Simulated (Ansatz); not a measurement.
# TiAsO4, a known structure type with other elements, at an estimated volume

```
CELL_PARAMETERS angstrom
2.68316 4.00612 0.00000
2.68316 -4.00612 0.00000
0.00000 0.00000 -6.42853
ATOMIC_POSITIONS crystal
O 0.70380 0.77780 0.75000
O 0.29620 0.22220 0.25000
O 0.77780 0.70380 0.25000
O 0.22220 0.29620 0.75000
As 0.35010 0.64990 0.75000
As 0.64990 0.35010 0.25000
Ti 0.00000 0.00000 0.00000
Ti 0.00000 0.00000 0.50000
O 0.24300 0.75700 0.94910
O 0.75700 0.24300 0.44910
O 0.75700 0.24300 0.05090
O 0.24300 0.75700 0.55090
```

The numbers come from plane-wave PAW DFT (Ansatz): r2SCAN, with U = 3.93 eV and J = 0.71 eV on Ti d (all-electron-ortho-atomic projectors), no spin polarisation, 500 eV, 6×6×4 Γ-centred k points, fermi-dirac occupations (width 0.0202 eV). Nothing was relaxed.

**Question.** Metal or insulator?

**Answer.** It is a metal, with about 2.6 states/eV a cell as the mean within 0.25 eV of the Fermi level, mostly Ti d (92 %).

**Question.** Where is the largest force?

**Answer.** The largest is on O9 (and as large on other atoms): 7.78 eV/Å, components (0.00, -4.53, -6.33). It makes 178° with the line to a nearest neighbour, As5 at 1.54 Å, pointing away from it.

**Question.** Which element gives electrons and which takes them?

**Answer.** Bader charges in e: Ti +2.18, As +3.16, O -1.36 to -1.31. In the mean As gives up most and O takes most.

**Question.** What do density and ELF say about some of the short contacts?

**Answer.** As–O at 1.54 Å: least valence density 2.01 e/Å³ and ELF 0.69 there. Ti–O at 1.97 Å: least valence density 0.64 e/Å³ and ELF 0.18 there. Both are smooth PAW fields, read partly inside the augmentation spheres.

Origin: a known structure type with other elements, at an estimated volume, so it need not be a known compound. Caveats: a Hubbard term without moments, so a magnetic state may lie lower; atoms or cell far from equilibrium.
